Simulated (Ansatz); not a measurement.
**Rb₂NaRhF₆ in Ansatz, relaxation**

Run with:

```bash
ansatz run input.yaml --threads 2 --pin off --max-ram 2560MiB --backend cpu --events-out ev --progress --plain --runs-dir out
```

input.yaml:

```yaml
crystal:
  lattice:
    - [0.0, 4.235072, 4.235072]
    - [4.235072, 0.0, 4.235072]
    - [4.235072, 4.235072, 0.0]
  atoms:
    - { symbol: Na, position: [0.5, 0.5, 0.5] }
    - { symbol: Rh, position: [0.0, 0.0, 0.0] }
    - { symbol: Rb, position: [0.25, 0.25, 0.25] }
    - { symbol: Rb, position: [0.75, 0.75, 0.75] }
    - { symbol: F, position: [0.766, 0.234, 0.234] }
    - { symbol: F, position: [0.234, 0.766, 0.234] }
    - { symbol: F, position: [0.234, 0.766, 0.766] }
    - { symbol: F, position: [0.766, 0.234, 0.766] }
    - { symbol: F, position: [0.234, 0.234, 0.766] }
    - { symbol: F, position: [0.766, 0.766, 0.234] }
  symmetry: { tolerance: 0.0003 }
kpoints:
  mp_grid: { grid: [6, 6, 6], shift: [0, 0, 0] }
magnetization:
  spin_polarized: false
scf:
  occupations: { method: fermi_dirac }
  lower_state_search: "off"
hamiltonian:
  pseudopotentials: { kind: paw }
  xc: r2scan
basis:
  ecutwfc: 500
  fft_grid_basis: typed
relax:
  max_steps: 60
  cell: { p_target: 0.0 }
  f_tol: 0.03
output:
  forces: true
  stress: true
  eigenvalues: true
  bader: true
  populations: true
  elf: true
  write_potential: true
  volumetric_format: npy
  dos:
    e_range: [-12, 8]
    de: 0.05
    projected: { site_lists: { F: [F], Na: [Na], Rb: [Rb], Rh: [Rh] } }
  write_density: true
checkpoint:
  read: saved_state
```

Origin of the cell: a database entry, scaled a little.

The smearing width isn't typed, so it takes its default of 0.1 eV.

The saved state is a converged single point of the same cell.

Steps («new basis» is an SCF on plane waves selected anew at the same cell):

```csv
step,ΔF (meV/atom),max force component (eV/Å),P (GPa),volume (Å³),SCF iterations,step was
1,0.0,0.117,0.31,151.92,6,accepted
2,-0.2,0.031,0.02,152.04,4,accepted
3,-0.2,0.001,-0.01,151.88,5,accepted
4,-0.2,0.001,-0.01,151.88,5,new basis
```

Step 1, with forces in eV/Å:

```xyz
10
Lattice="0.000 4.235 4.235 4.235 0.000 4.235 4.235 4.235 0.000" Properties=species:S:1:pos:R:3:forces:R:3 pbc="T T T" step=1
Na    4.235    4.235    4.235    0.000    0.000    0.000
Rh    0.000    0.000    0.000    0.000    0.000    0.000
Rb    2.118    2.118    2.118    0.000    0.000    0.000
Rb    6.353    6.353    6.353    0.000    0.000    0.000
F     1.982    4.235    4.235    0.117    0.000    0.000
F     4.235    1.982    4.235    0.000    0.117    0.000
F     6.488    4.235    4.235   -0.117    0.000    0.000
F     4.235    6.488    4.235    0.000   -0.117    0.000
F     4.235    4.235    1.982    0.000    0.000    0.117
F     4.235    4.235    6.488    0.000    0.000   -0.117
```

Step 2, with forces in eV/Å:

```xyz
10
Lattice="0.000 4.236 4.236 4.236 0.000 4.236 4.236 4.236 0.000" Properties=species:S:1:pos:R:3:forces:R:3 pbc="T T T" step=2
Na    4.236    4.236    4.236    0.000    0.000    0.000
Rh    0.000    0.000    0.000    0.000    0.000    0.000
Rb    2.118    2.118    2.118    0.000    0.000    0.000
Rb    6.354    6.354    6.354    0.000    0.000    0.000
F     1.986    4.236    4.236    0.031    0.000    0.000
F     4.236    1.986    4.236    0.000    0.031    0.000
F     6.486    4.236    4.236   -0.031    0.000    0.000
F     4.236    6.486    4.236    0.000   -0.031    0.000
F     4.236    4.236    1.986    0.000    0.000    0.031
F     4.236    4.236    6.486    0.000    0.000   -0.031
```

Step 4, with forces in eV/Å:

```xyz
10
Lattice="0.000 4.235 4.235 4.235 0.000 4.235 4.235 4.235 0.000" Properties=species:S:1:pos:R:3:forces:R:3 pbc="T T T" step=4
Na    4.235    4.235    4.235    0.000    0.000    0.000
Rh    0.000    0.000    0.000    0.000    0.000    0.000
Rb    2.117    2.117    2.117    0.000    0.000    0.000
Rb    6.352    6.352    6.352    0.000    0.000    0.000
F     1.987    4.235    4.235    0.001    0.000    0.000
F     4.235    1.987    4.235    0.000    0.001    0.000
F     6.482    4.235    4.235   -0.001    0.000    0.000
F     4.235    6.482    4.235    0.000   -0.001    0.000
F     4.235    4.235    1.987    0.000    0.000    0.001
F     4.235    4.235    6.482    0.000    0.000   -0.001
```

```
Free energy lowered by  : 0.2 meV/atom
Volume change           : -0.02 %
Final pressure          : -0.01 GPa
Relaxation steps listed : 4
```

Caveats: the relaxation held the start's symmetry, so the end may be a saddle point.

The run took 71 s on 2 threads of AMD EPYC 7R43 64-Core Processor (Zen 3) (shared host), peak memory 0.99 GiB, from a saved density.
